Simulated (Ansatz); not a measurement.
ZnGaNO:
```xyz
8
Lattice="3.2289 0.0000 0.0000 0.0000 5.5315 0.0000 0.0000 0.0000 5.2267" Properties=species:S:1:pos:R:3 pbc="T T T"
Zn     1.6144     0.9722     2.5641
Zn     1.6144     4.5594     5.1774
Ga     0.0000     1.9248     0.0358
Ga     0.0000     3.6067     2.6492
N      0.0000     1.8565     1.9238
N      0.0000     3.6750     4.5372
O      1.6144     0.9929     4.6441
O      1.6144     4.5386     2.0307
```

Cartesian axes are those of the cell as given.

Q: Give the proper piezoelectric stress tensor with relaxed ions from PBEsol (plane waves, PAW; program Ansatz).

A: In C/m², rows x, y, z, Voigt columns; mesh uncertainty up to 0.00.
```
 0.00   0.00   0.00   0.00  -0.35   0.00
 0.00   0.00   0.00  -0.27   0.00   0.00
-0.64  -0.59   0.67   0.00   0.00   0.00
```

The elastic tensor of the same run (GPa):

|  | 1 | 2 | 3 | 4 | 5 | 6 |
|---|---|---|---|---|---|---|
| 1 | 255 | 123 | 98.5 | 0.0 | 0.0 | 0.0 |
| 2 | 123 | 243 | 87.1 | 0.0 | 0.0 | 0.0 |
| 3 | 98.5 | 87.1 | 279 | 0.0 | 0.0 | 0.0 |
| 4 | 0.0 | 0.0 | 0.0 | 45.3 | 0.0 | 0.0 |
| 5 | 0.0 | 0.0 | 0.0 | 0.0 | 56.6 | 0.0 |
| 6 | 0.0 | 0.0 | 0.0 | 0.0 | 0.0 | 64.0 |

Q: Convert to strain constants d = e·S.

A: In pC/N:
```
 0.0   0.0   0.0   0.0  -6.2   0.0
 0.0   0.0   0.0  -5.9   0.0   0.0
-2.9  -2.5   4.2   0.0   0.0   0.0
```

Space group Pmc2_1. The workflow started from a Materials Project entry (that database holds measured and hypothetical structures alike); the Crystallography Open Database copy checked does not list it. Whether it is the stable phase at ambient conditions was not checked. The PBEsol relaxation kept the symmetry of its start; its stability against distortions is not shown here. Signs of piezoelectric constants follow the polarity of the cell as given.

Potentials: the later of the program's two PAW sets.
